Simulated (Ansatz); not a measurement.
TiC:
```
CELL_PARAMETERS angstrom
      0.00000     2.14664     2.14664
      2.14664     0.00000     2.14664
      2.14664     2.14664     0.00000
ATOMIC_POSITIONS crystal
  Ti 0.00000 0.00000 0.00000
  C  0.50000 0.50000 0.50000
```

Relaxed with PBEsol.

**Question.** Which orbitals make up the states near the Fermi level in plane-wave PAW PBEsol (Ansatz code)?

**Answer.** Within 0.5 eV of the Fermi level: C 2p 49 %, Ti 3d 49 %. Projections are on Löwdin-orthogonalised atomic valence shells; empty p or d shells of many metals are not among them.

**Question.** Tabulate the density of states.

**Answer.** States/eV per cell of 2 atoms, in 0.25 eV bins, energy from the Fermi level.

| E (eV) | total | Ti 3d | C 2p | Ti 4s |
|---|---|---|---|---|
| -7.85 | 0.00 | 0.00 | 0.00 | 0.00 |
| -7.60 | 0.00 | 0.00 | 0.00 | 0.00 |
| -7.35 | 0.00 | 0.00 | 0.00 | 0.00 |
| -7.10 | 0.00 | 0.00 | 0.00 | 0.00 |
| -6.85 | 0.00 | 0.00 | 0.00 | 0.00 |
| -6.60 | 0.00 | 0.00 | 0.00 | 0.00 |
| -6.35 | 0.00 | 0.00 | 0.00 | 0.00 |
| -6.10 | 0.00 | 0.00 | 0.00 | 0.00 |
| -5.85 | 0.09 | 0.03 | 0.04 | 0.01 |
| -5.60 | 0.19 | 0.06 | 0.09 | 0.02 |
| -5.35 | 0.29 | 0.09 | 0.14 | 0.03 |
| -5.10 | 0.40 | 0.13 | 0.20 | 0.04 |
| -4.85 | 0.58 | 0.19 | 0.29 | 0.05 |
| -4.60 | 0.89 | 0.29 | 0.46 | 0.07 |
| -4.35 | 1.00 | 0.32 | 0.53 | 0.07 |
| -4.10 | 1.22 | 0.36 | 0.69 | 0.08 |
| -3.85 | 1.06 | 0.29 | 0.64 | 0.06 |
| -3.60 | 0.95 | 0.21 | 0.64 | 0.03 |
| -3.35 | 0.74 | 0.21 | 0.47 | 0.01 |
| -3.10 | 2.39 | 0.92 | 1.34 | 0.01 |
| -2.85 | 2.20 | 1.03 | 1.09 | 0.01 |
| -2.60 | 2.62 | 1.28 | 1.28 | 0.01 |
| -2.35 | 2.51 | 1.19 | 1.25 | 0.01 |
| -2.10 | 1.65 | 0.82 | 0.78 | 0.00 |
| -1.85 | 1.29 | 0.66 | 0.60 | 0.00 |
| -1.60 | 0.99 | 0.49 | 0.48 | 0.00 |
| -1.35 | 0.79 | 0.37 | 0.39 | 0.00 |
| -1.10 | 0.65 | 0.30 | 0.33 | 0.00 |
| -0.85 | 0.53 | 0.23 | 0.29 | 0.00 |
| -0.60 | 0.44 | 0.18 | 0.25 | 0.00 |
| -0.35 | 0.30 | 0.13 | 0.17 | 0.00 |
| -0.10 | 0.26 | 0.12 | 0.13 | 0.00 |
| 0.15 | 0.31 | 0.15 | 0.15 | 0.00 |
| 0.40 | 0.38 | 0.22 | 0.15 | 0.00 |
| 0.65 | 0.50 | 0.33 | 0.15 | 0.00 |
| 0.90 | 0.63 | 0.46 | 0.15 | 0.00 |
| 1.15 | 0.69 | 0.53 | 0.15 | 0.00 |
| 1.40 | 0.81 | 0.64 | 0.15 | 0.00 |
| 1.65 | 0.92 | 0.75 | 0.14 | 0.00 |
| 1.90 | 1.05 | 0.88 | 0.14 | 0.00 |
| 2.15 | 1.21 | 1.03 | 0.15 | 0.01 |
| 2.40 | 1.44 | 1.24 | 0.16 | 0.01 |
| 2.65 | 1.81 | 1.58 | 0.19 | 0.01 |
| 2.90 | 2.56 | 2.29 | 0.21 | 0.01 |
| 3.15 | 3.00 | 2.68 | 0.24 | 0.01 |
| 3.40 | 1.78 | 1.51 | 0.23 | 0.01 |
| 3.65 | 1.30 | 1.00 | 0.26 | 0.02 |
| 3.90 | 5.18 | 3.89 | 1.11 | 0.12 |
| 4.15 | 1.73 | 1.17 | 0.50 | 0.04 |
| 4.40 | 0.58 | 0.36 | 0.19 | 0.00 |
| 4.65 | 0.64 | 0.39 | 0.20 | 0.01 |

Space group Fm-3m (rock salt). The cell was relaxed with PBEsol under the symmetry of its start; of distortions, only those at the zone centre were tested. No spin polarisation was allowed.

Potentials: the later of the program's two PAW sets.
